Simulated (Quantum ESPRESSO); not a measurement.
## Calculated data, Hf$_{4}$TiIn$_{2}$W (simulated cell), Hf$_{5}$ScAgMo (simulated cell)

Calculation on a made-up metal alloy cell, not a measurement: no spin or spin-orbit, unrelaxed, 2900 K smearing, stress positive in tension, cell energy less fitted offsets; periodic Kohn-Sham density functional theory in plane waves with PseudoDojo standard norm-conserving scalar-relativistic pseudopotentials, each functional with its own files (v0.5 for PBE, v0.4.1 for LDA and PBEsol), eight atoms on drawn sites of a strained close-packed or body-centred lattice, each displaced and held fixed; the energy is the cell's free energy, ions and the entropy term -TS included, at the stated Fermi-Dirac width, less a fixed offset for each atom's element (shifted free energy); compositions with an open d shell lost a parallel starting moment in a cheaper test run, and other magnetic orders were not tried; an error bar is the largest change of its kind in a tighter rerun, never given below 0.002 eV, 0.02 GPa or 0.003 eV/angstrom, and covers cutoff and k-mesh only, not smearing or the files. Program: Quantum ESPRESSO 7.5.

Common to all runs: lattice type hexagonal close-packed; functional pbe; fermi dirac smearing 0.25 eV; electrons removed 0; run command mpirun -np 4 pw.x -nk 4 -in in.

Notes on all entries: heavy elements are run without spin-orbit coupling, which real alloys of them have; a spin test at this wide smearing found no moment, but such smearing suppresses magnetism that the real alloy may have; lattice, volume and sites are drawn at random and may be unstable or far from any real phase; energies are for the whole cell, less offsets fitted to these runs, so they are not formation energies.

(1) Hf$_{4}$TiIn$_{2}$W (simulated cell)

```
Hf4TiIn2W
1.0
     -3.2121     0.0108     0.0277
      0.0248     5.6590    -5.1295
      0.0622    -5.5844    -5.0472
Hf W Hf In Hf In Ti
1 1 1 1 2 1 1
Direct
  0.00179 0.00024 -0.00260
  0.00000 0.41506 0.08053
  -0.00063 0.50240 0.50341
  0.00482 0.91427 0.57719
  0.49911 0.16544 0.33274
  0.50918 0.25144 0.74613
  0.48684 0.66721 0.83318
  0.49769 0.74645 0.24482
```

It was run with cutoff 1143 eV, run processor Intel Xeon, older, virtual cores and k mesh 7 x 3 x 3 shifted half a step off Gamma on each axis.

It finds entropy term negative ts -2.002 eV; pressure -8.55 GPa; stress xx 8.92 GPa; stress yy 8.84 GPa; stress zz 7.9 GPa; stress yz -0.38 GPa; stress xz -0.38 GPa; stress xy -0.16 GPa; shifted free energy 0.0003018 eV.

Atoms:
```tsv
atoms element	atom site	atom energy offset (eV)
Hf	1	-1535.13
W	2	-2063.48
Hf	3	-1535.13
In	4	-1808.02
Hf	5	-1535.13
Hf	6	-1535.13
In	7	-1808.02
Ti	8	-1615.4
```

Forces:
```tsv
site	x (eV/Å)	y (eV/Å)	z (eV/Å)
1	0.018	-0.06	-0.513
2	-0.016	-0.778	-0.119
3	0.077	0.415	0.799
4	0.006	0.239	0.18
5	-0.012	1.171	0.125
6	0.02	-0.222	-0.838
7	-0.108	-0.727	-0.201
8	0.015	-0.038	0.568
```

Notes: error bars: energy 0.0039 eV, stress 0.025 GPa, force 0.0086 eV/Å, from a tighter rerun of a related cell, whose elements or sites may differ; 16 SCF iterations, 225 s of wall time on a shared machine.

(2) Hf$_{4}$TiIn$_{2}$W (simulated cell)

```
Hf4TiIn2W
1.0
     -3.2121     0.0108     0.0277
      0.0248     5.6590    -5.1295
      0.0622    -5.5844    -5.0472
Hf In W Hf In Hf Ti Hf
1 1 1 1 1 1 1 1
Direct
  0.00179 0.00024 -0.00260
  0.00000 0.41506 0.08053
  -0.00063 0.50240 0.50341
  0.00482 0.91427 0.57719
  0.49911 0.16544 0.33274
  0.50918 0.25144 0.74613
  0.48684 0.66721 0.83318
  0.49769 0.74645 0.24482
```

It was run with cutoff 1143 eV, run processor Intel Xeon, older, virtual cores and k mesh 7 x 3 x 3 shifted half a step off Gamma on each axis.

It finds entropy term negative ts -1.937 eV; pressure -8.62 GPa; stress xx 8.67 GPa; stress yy 10.13 GPa; stress zz 7.07 GPa; stress yz -0.58 GPa; stress xz -0.44 GPa; stress xy -0.3 GPa; shifted free energy -0.008148 eV.

Atoms:
```tsv
atoms element	atom site	atom energy offset (eV)
Hf	1	-1535.13
In	2	-1808.02
W	3	-2063.48
Hf	4	-1535.13
In	5	-1808.02
Hf	6	-1535.13
Ti	7	-1615.4
Hf	8	-1535.13
```

Forces:
```tsv
site	x (eV/Å)	y (eV/Å)	z (eV/Å)
1	0.092	-0.199	0.581
2	-0.009	0.111	-0.296
3	-0.099	0.007	-0.443
4	0.001	-0.751	0.241
5	-0.044	0.015	-0.474
6	0.055	0.856	-0.171
7	0.035	0.47	0.538
8	-0.032	-0.509	0.024
```

Notes: error bars: energy 0.0039 eV, stress 0.025 GPa, force 0.0086 eV/Å, from a tighter rerun of a related cell, whose elements or sites may differ; 20 SCF iterations, 277 s of wall time on a shared machine.

(3) Hf$_{4}$TiIn$_{2}$W (simulated cell)

```
Hf4TiIn2W
1.0
     -3.2121     0.0108     0.0277
      0.0248     5.6590    -5.1295
      0.0622    -5.5844    -5.0472
Hf In Hf Ti Hf W In
1 1 2 1 1 1 1
Direct
  0.00179 0.00024 -0.00260
  0.00000 0.41506 0.08053
  -0.00063 0.50240 0.50341
  0.00482 0.91427 0.57719
  0.49911 0.16544 0.33274
  0.50918 0.25144 0.74613
  0.48684 0.66721 0.83318
  0.49769 0.74645 0.24482
```

Settings of this run: cutoff 1143 eV, run processor Intel Xeon, older, virtual cores and k mesh 7 x 3 x 3 shifted half a step off Gamma on each axis.

The calculation gives: entropy term negative ts -1.971 eV; pressure -8.47 GPa; stress xx 8.91 GPa; stress yy 9.85 GPa; stress zz 6.65 GPa; stress yz -0.82 GPa; stress xz -0.15 GPa; stress xy -0.15 GPa; shifted free energy 0.046 eV.

Atoms:
```tsv
atoms element	atom site	atom energy offset (eV)
Hf	1	-1535.13
In	2	-1808.02
Hf	3	-1535.13
Hf	4	-1535.13
Ti	5	-1615.4
Hf	6	-1535.13
W	7	-2063.48
In	8	-1808.02
```

Forces:
```tsv
site	x (eV/Å)	y (eV/Å)	z (eV/Å)
1	0.077	-0.557	0.628
2	-0.052	0.01	0.115
3	-0.066	-0.531	-0.521
4	-0.05	-0.318	-0.277
5	-0.074	0.06	-0.278
6	0.062	0.523	0.035
7	0.097	0.339	0.411
8	0.006	0.474	-0.112
```

Notes: error bars: energy 0.0039 eV, stress 0.025 GPa, force 0.0086 eV/Å, from a tighter rerun of a related cell, whose elements or sites may differ; 18 SCF iterations, 267 s of wall time on a shared machine.

(4) Hf$_{4}$TiIn$_{2}$W (simulated cell)

```
Hf4TiIn2W
1.0
     -3.2121     0.0108     0.0277
      0.0248     5.6590    -5.1295
      0.0622    -5.5844    -5.0472
Ti Hf W Hf In Hf
1 2 1 1 2 1
Direct
  0.00179 0.00024 -0.00260
  0.00000 0.41506 0.08053
  -0.00063 0.50240 0.50341
  0.00482 0.91427 0.57719
  0.49911 0.16544 0.33274
  0.50918 0.25144 0.74613
  0.48684 0.66721 0.83318
  0.49769 0.74645 0.24482
```

Settings of this run: cutoff 1143 eV, run processor Intel Xeon, older, virtual cores and k mesh 7 x 3 x 3 shifted half a step off Gamma on each axis.

It finds entropy term negative ts -1.926 eV; pressure -8.6 GPa; stress xx 9.08 GPa; stress yy 11.2 GPa; stress zz 5.53 GPa; stress yz -1.59 GPa; stress xz -0.59 GPa; stress xy -0.12 GPa; shifted free energy 0.101 eV.

Atoms:
```tsv
atoms element	atom site	atom energy offset (eV)
Ti	1	-1615.4
Hf	2	-1535.13
Hf	3	-1535.13
W	4	-2063.48
Hf	5	-1535.13
In	6	-1808.02
In	7	-1808.02
Hf	8	-1535.13
```

Forces:
```tsv
site	x (eV/Å)	y (eV/Å)	z (eV/Å)
1	0.055	0.328	0.293
2	0.009	-0.466	-0.171
3	0.05	0.769	0.059
4	0.021	-0.104	0.388
5	-0.009	-0.247	0.327
6	0.081	-0.463	0.764
7	-0.114	0.551	-0.675
8	-0.092	-0.369	-0.986
```

Notes: error bars: energy 0.0039 eV, stress 0.025 GPa, force 0.0086 eV/Å, from a tighter rerun of this cell; 18 SCF iterations, 249 s of wall time on a shared machine.

(5) Hf$_{4}$TiIn$_{2}$W (simulated cell)

```
Hf4TiIn2W
1.0
     -3.2121     0.0108     0.0277
      0.0248     5.6590    -5.1295
      0.0622    -5.5844    -5.0472
Hf W Hf In Ti Hf
2 1 1 2 1 1
Direct
  0.00179 0.00024 -0.00260
  0.00000 0.41506 0.08053
  -0.00063 0.50240 0.50341
  0.00482 0.91427 0.57719
  0.49911 0.16544 0.33274
  0.50918 0.25144 0.74613
  0.48684 0.66721 0.83318
  0.49769 0.74645 0.24482
```

Settings of this run: cutoff 1143 eV, run processor Intel Xeon, older, virtual cores and k mesh 7 x 3 x 3 shifted half a step off Gamma on each axis.

Atoms:
```tsv
atoms element	atom site	atom energy offset (eV)
Hf	1	-1535.13
Hf	2	-1535.13
W	3	-2063.48
Hf	4	-1535.13
In	5	-1808.02
In	6	-1808.02
Ti	7	-1615.4
Hf	8	-1535.13
```

Notes: error bars: energy 0.0039 eV, stress 0.025 GPa, force 0.0086 eV/Å, from a tighter rerun of a related cell, whose elements or sites may differ; 18 SCF iterations, 263 s of wall time on a shared machine.

(6) Hf$_{5}$ScAgMo (simulated cell)

```
Hf5ScAgMo
1.0
      3.1773    -0.0052     5.2041
      3.0864     0.0376    -5.1486
     -3.1038     5.4359    -0.0504
Ag Hf Mo Sc
1 5 1 1
Direct
  0.01262 0.00529 -0.00830
  0.00832 0.00404 0.51211
  0.40875 0.91635 0.33206
  0.42228 0.91289 0.84118
  0.49199 0.48348 -0.00503
  0.49540 0.49489 0.49664
  0.90863 0.40017 0.33529
  0.90620 0.39965 0.81995
```

Here we set cutoff 1116 eV, run processor Intel Xeon, 2023 or later, virtual cores and k mesh 5 x 5 x 4 shifted half a step off Gamma on each axis.

Atoms:
```tsv
atoms element	atom site	atom energy offset (eV)
Ag	1	-4218.03
Hf	2	-1535.13
Hf	3	-1535.13
Hf	4	-1535.13
Hf	5	-1535.13
Hf	6	-1535.13
Mo	7	-1911.95
Sc	8	-1317.21
```

Notes: error bars: energy 0.0025 eV, stress 0.02 GPa, force 0.003 eV/Å, from a tighter rerun of a related cell, whose elements or sites may differ; 17 SCF iterations, 343 s of wall time on a shared machine.

**Q.** What pressure does the calculation give for Hf$_{4}$TiIn$_{2}$W (simulated cell) (entry 5)?
**A.** -9.37 GPa

**Q.** Estimate the stress yz of Hf$_{4}$TiIn$_{2}$W (simulated cell) (entry 5).
**A.** 1.02 GPa

**Q.** Give the missing stress zz for Hf$_{4}$TiIn$_{2}$W (simulated cell) (entry 5).
**A.** 7.33 GPa

**Q.** Give the missing stress xy for Hf$_{5}$ScAgMo (simulated cell) (entry 6).
**A.** 0.88 GPa

Further results for Hf$_{4}$TiIn$_{2}$W (simulated cell) (entry 5):

| Property | Result |
| --- | --- |
| entropy term negative ts | -1.856 eV |
| stress xx | 9.34 GPa |
| stress yy | 11.43 GPa |
| stress xz | -0.5 GPa |
| stress xy | -0.14 GPa |
| shifted free energy | 0.073 eV |

Forces:
```tsv
site	x (eV/Å)	y (eV/Å)	z (eV/Å)
1	0.096	-0.241	0.516
2	-0.028	-0.076	-0.611
3	-0.032	0.896	-0.537
4	0.011	-0.797	0.655
5	-0.038	0.205	-0.333
6	0.075	0.487	-0.245
7	-0.046	0.323	0.438
8	-0.038	-0.796	0.118
```

Further results for Hf$_{5}$ScAgMo (simulated cell) (entry 6):

| Property | Result |
| --- | --- |
| entropy term negative ts | -2.039 eV |
| pressure | -4.41 GPa |
| stress xx | 4.29 GPa |
| stress yy | 3.28 GPa |
| stress zz | 5.67 GPa |
| stress yz | 0.77 GPa |
| stress xz | 0.08089 GPa |
| shifted free energy | 0.103 eV |

Forces:
```tsv
site	x (eV/Å)	y (eV/Å)	z (eV/Å)
1	-0.515	0.24	-0.178
2	-0.611	-1.267	-0.086
3	0.015	-0.279	0.24
4	-0.038	-0.076	0.23
5	0.488	1.259	0.173
6	0.433	-0.471	-0.264
7	-0.048	0.147	0.017
8	0.277	0.447	-0.132
```
